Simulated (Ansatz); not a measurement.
According to the program Ansatz at the PBEsol level (PAW), Si2BSb in the trigonal phase (R3m; B on 3a, Sb on 3a, Si on 3a, Si on 3a) relaxes to a = 3.672 Å, c = 19.203 Å. B has 4 nearest neighbours from 2.15 Å (tetrahedral); Si on 3a has 4 nearest neighbours from 2.15 Å (tetrahedral). Against the elements it lies at 0.36 eV/atom, with no fitted shifts.

Electronic character: metallic (no gap).

An equation-of-state fit gives a bulk modulus of 80.6 GPa. The highest mode at Γ lies at 575 cm⁻¹.

The start of the workflow was typed in or built on a structure type; neither database checked (COD, Materials Project) lists it. Whether it is the stable phase at ambient conditions was not checked. Symmetry was held in the PBEsol relaxation; whether a distortion lowers the energy is not shown. The volume moved by 18 % from the start of the relaxation. Its formation energy is positive at this level, so the cell may be metastable or incomplete. As this level gives no gap, phonon frequencies hold no LO–TO term and depend on the k-mesh and smearing (Fermi–Dirac, 0.1 eV here). The references are the lowest solids computed at this level, not always the standard phases. Scalar-relativistic: spin–orbit coupling is off unless named, which matters more the heavier the elements.

Potentials: the earlier of the program's two PAW sets. The files were generated under PBE; for other functionals the program regenerates the frozen cores, and for LDA and PBEsol the local potential too.
